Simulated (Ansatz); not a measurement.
TaCuN2: the gap against volume

TaCuN2, R-3m, a = 3.139 Å, c = 17.388 Å. The structure is a COD entry; whether it is the stable form wasn't checked. Ansatz: r2SCAN, PAW, 500 eV, Γ-centred 12×12×12 mesh on 4 atoms, Gaussian smearing 0.02 eV; no spin polarisation. Shape and atoms are relaxed at each volume; x = ln(V/V0) with V0 = 12.366 Å³/atom. The gap is read at the mesh points alone.

```
      x gap y (eV)
-0.0619       0.604
-0.0305       0.682
 0.0000       0.748
 0.0296       0.804
 0.0583           ?
```

Q: Fit a straight line to the other rows, give the volume deformation potential of the gap and its pressure coefficient, and predict the missing gap. B0 = 217.1 GPa.

A: Means x = -0.01570, y = 0.70950; Σ(Δx)² = 0.004652, ΣΔxΔy = 0.01017; the slope is their ratio. y = 0.7438 + 2.185 x. The slope is the deformation potential a = dE_g/d ln V = 2.19 eV, and dE_g/dP = −a/B0 = -10.1 meV/GPa. With a term in x² added, the coefficient of x becomes 2.027, 7 % less, which shows how far this figure hangs on the form. At x = 0.0583 the fit asked for gives 0.871 eV. The run gave 0.852 eV, so the fit is 0.019 eV too high, 7.7 % of the span of the series, against an rms of 0.005 eV on the fitted rows. The row lies outside the fitted range. With a term in x² added, a fit to the same known rows predicts 0.850 eV, so most of the miss is curvature that the known rows already hold.

Spin-orbit coupling is left out, which matters for the bands of heavy elements. Semilocal functionals give gaps under the measured ones; changes of the gap mostly carry over better.

Cost: 5 runs of about 11 core-minutes in all, on Intel Xeon Platinum 8375C (Ice Lake) (shared hosts).